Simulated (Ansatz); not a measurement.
Method: Ansatz 0.2.0, DFT PBE, scalar-relativistic, plane waves, PAW. Several structures of CaGe₂N₃ from a search were relaxed, and the powder pattern of one of them was computed from 10° to 70° in 2θ (λ = 1.5406 Å).

Cu Kα1 powder pattern (kinematic, no thermal factors).
2θ (°) (relative intensity): 17.82 (31), 24.43 (8), 32.33 (73), 35.45 (100), 36.08 (6), 37.16 (2), 46.38 (43), 49.22 (1), 50.06 (8), 51.48 (15), 53.10 (2), 55.36 (4), 59.70 (43), 60.13 (4), 65.58 (18), 67.68 (13)

Problem. Which structure gives it?
A. Space group Cmc2_1 (No. 36), orthorhombic, a = 10.315 Å, b = 6.332 Å, c = 5.114 Å. Ca has 5 N at 2.43–2.58 Å and 4 Ge at 3.19–3.33 Å; around Ge lie 4 N at 1.94–2.03 Å, 2 Ca at 3.19–3.33 Å, 1 N at 3.23 Å and 4 Ge at 3.25–3.28 Å; N on a site of symmetry 1 has 3 Ge at 1.94–2.03 Å and 1 Ca at 2.45 Å; 1 more site not described.
B. Space group P3m1 (No. 156), trigonal, a = 3.437 Å, c = 8.512 Å. Ca has 3 N at 2.24 Å and 1 N at 2.52 Å; around Ge on its first site lie 4 N at 1.98–2.04 Å; N on its first site has 1 Ge at 1.98 Å and 3 Ge at 2.11 Å; 3 more sites not described.
C. Space group I4/mmm (No. 139), tetragonal, a = 3.912 Å, c = 9.949 Å. Ca is surrounded by 4 N at 2.77 Å, 2 Ge at 3.11 Å and 8 N at 3.16 Å; Ge has 1 N at 1.87 Å, 4 N at 2.05 Å, 4 Ge at 3.03 Å and 1 Ca at 3.11 Å; around N on a site of symmetry 4/mmm lie 2 Ge at 1.87 Å and 4 Ca at 2.77 Å; 1 more site not described.

Solution. C. Its strongest line, at 2θ = 35.45°, has d = λ/(2 sin θ) = 2.530 Å and is the (1 0 3) reflection of the conventional I4/mmm cell with a = 3.912 Å, c = 9.949 Å. The others have their strongest lines at 31.8° (P3m1); 34.4° (Cmc2_1). In energy it lies 153 meV/atom above the lowest of those shown.

These are computed cells and needn't be stable.
